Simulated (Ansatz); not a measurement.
MgTePb$_{2}$O$_{6}$:
```
MgTePb2O6
1.0
    0.00000     3.98653     3.98653
    3.98653     0.00000     3.98653
    3.98653     3.98653     0.00000
Mg Te Pb O
1 1 2 6
Direct
  0.00000   0.00000   0.00000
  0.50000   0.50000   0.50000
  0.75000   0.75000   0.75000
  0.25000   0.25000   0.25000
  0.25833   0.74167   0.25833
  0.74167   0.25833   0.74167
  0.25833   0.74167   0.74167
  0.74167   0.25833   0.25833
  0.25833   0.25833   0.74167
  0.74167   0.74167   0.25833
```

Relaxed with PBEsol.

Give the Bader charges and basin volumes of the independent atoms, DFT-PBEsol in the program Ansatz with PAW potentials.



```
atom  Bader charge (e)  Bader volume (Å³)
----  ----------------  -----------------
Mg1              +1.75                4.6
Te2              +3.26                8.4
Pb3              +1.36               19.4
O5               -1.29               12.5
```

Space group Fm-3m. The first step of the workflow began from a Materials Project structure, measured or hypothetical; the Crystallography Open Database files this formula in space group No. 225, but the cells were not matched. Its standing as an ambient phase is unchecked. The PBEsol relaxation kept the symmetry of its start; its stability against distortions is not shown here. Spin–orbit coupling is left out wherever it is not named.

Potentials: the later of the program's two PAW sets.
